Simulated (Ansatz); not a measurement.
Relaxed TiAl (CuAu type, space group P4/mmm):

```
TiAl
1.0
    5.62584     0.00000     0.00000
    0.00000     2.81292     0.00000
    0.00000     0.00000     4.05841
Al Ti
2 2
Direct
  0.25000   0.50000   0.50000
  0.75000   0.50000   0.50000
  0.00000   0.00000   0.00000
  0.50000   0.00000   0.00000
```

Computed with r2SCAN (plane waves to 500 eV, PAW, scalar-relativistic; Ansatz, a program for electronic structure). k mesh 7×13×9 (Γ-centred), Fermi-Dirac smearing 0.05 eV. With partly filled bands, energies and forces of such displacements shift with the k mesh and the smearing. TiAl is run without spin polarisation. TiAl was relaxed with its symmetry unable to fall.

One atom of the cell was then moved (with its periodic images), all else fixed, and the forces (eV/Å) came out as:

```csv
atom,Fx,Fy,Fz
Al1,0.000,0.000,-0.163
Al2,0.000,0.000,0.857
Ti3,0.046,0.000,-0.347
Ti4,-0.046,0.000,-0.347
```

**Question.** Which atom was moved, and by which vector (Å)?

**Answer.** Al2, by (0.00, 0.00, -0.11), 0.11 Å in all.

(A displaced cell: forces are minus the slopes of the energy, force constants its curvatures, and phonons follow from these.)
